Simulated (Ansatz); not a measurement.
ScAl₃ in space group I4/mmm (No. 139; Sc on 2a, Al on 4d, Al on 2b), DFT-LDA in the program Ansatz with PAW potentials, all energies at zero smearing, with the estimated change up to a 700 eV cutoff added, with one set of potentials and settings (totals compare only within such a set). Cell of 4 atoms (1 Sc, 3 Al): -3629.226 eV.

| element | reference phase | E (eV/atom) |
|---|---|---|
| Sc | P6_3/mmc, 2 atoms in the cell | -2089.0154 |
| Al | Fm-3m, 1 atoms in the cell | -512.8755 |

Formation energy per atom, worked out: (-3629.226 − 1×(-2089.0154) − 3×(-512.8755))/4 = -0.396 eV/atom (-38 kJ per mol of atoms), at 0 K, without zero-point energy or fitted corrections.

The first step of the workflow began from a Materials Project structure, measured or hypothetical; the Crystallography Open Database copy checked does not list it. Whether it is the stable phase at ambient conditions was not checked. The LDA relaxation kept the symmetry of its start; whether a distortion lowers the energy is not shown. The run is not spin-polarised. The references are the lowest solids computed at this level, not always the standard phases.

Potentials: the later of the program's two PAW sets.
